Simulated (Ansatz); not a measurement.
ScAl3 (Cu3Au type)

```
ScAl3
1.0
    4.07175     0.00000     0.00000
    0.00000     4.07175     0.00000
    0.00000     0.00000     4.07175
Al Sc
3 1
Direct
  0.00000   0.50000   0.50000
  0.50000   0.50000   0.00000
  0.50000   0.00000   0.50000
  0.00000   0.00000   0.00000
```

Equation-of-state scan: isotropic scaling of the cell above, V₀ being its volume. Symmetry pins the atoms to their sites.

These are PBEsol (plane waves to 420 eV, PAW, scalar-relativistic; Ansatz, a quantum-chemistry and plane-wave program) values and carry that method's errors. k mesh 12×12×12 (Γ-centred), Fermi-Dirac smearing 0.05 eV. Stress and pressure are positive under compression. ScAl3 is run without spin polarisation. ScAl3 was relaxed with its symmetry unable to fall.

At one point of the scan the stress tensor (GPa) is:

```
    5.2      0.0      0.0
    0.0      5.2      0.0
    0.0      0.0      5.2
```

Q: Which point is it?
A) V/V₀ = 0.950
B) V/V₀ = 0.980
C) V/V₀ = 0.970
D) V/V₀ = 0.960

A: A, V/V₀ = 0.950

(A scan under strain: stresses follow from slopes of the energy per volume, elastic moduli from its curvatures.)
